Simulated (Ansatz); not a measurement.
# Structures of NaHf$_{2}$: which is lowest?

Plane-wave DFT in Ansatz with scalar-relativistic PAW potentials, cutoff 420 eV, Γ-centred meshes chosen by cell and gap, Gaussian smearing with energies taken to zero width. Every cell was relaxed (cell and atoms) in a run of its own, within the symmetry of its start. Functional: PBE.

Relaxed structures (starts from databases or built by putting these elements on another compound's sites):
A. P6/mmm, 3 atoms in the computed cell, a = 5.383 Å, c = 2.873 Å; sites (symmetry × multiplicity) Na 6/mmm × 1, Hf -6m2 × 2; start: built
B. I4/mmm, 3 atoms in the computed cell, a = 3.111 Å, c = 16.160 Å; sites (symmetry × multiplicity) Na 4/mmm × 2, Hf 4mm × 4; start: built

Q: Rank them by energy. Could pressure change the order?

A:
| structure | group | E − E(lowest) (meV/atom) | V (Å³/atom) | gap on mesh (eV) |
| --- | --- | --- | --- | --- |
| B | I4/mmm | 0.0 | 26.07 | 0.00 |
| A | P6/mmm | 569 | 24.03 | 0.00 |

B is lowest, 569 meV/atom under A. A is denser by 2.04 Å³/atom, so pressure favours it: ΔE/ΔV, with ΔE in eV and 1 eV/Å³ = 160.2 GPa, gives about 45 GPa for equal enthalpy if both cells were rigid; at such pressures compression changes ΔV much, so this is a scale only. Other structures may lie lower than all of these, and vibrations aren't counted.

Spin-orbit coupling is left out, which matters for the bands of heavy elements.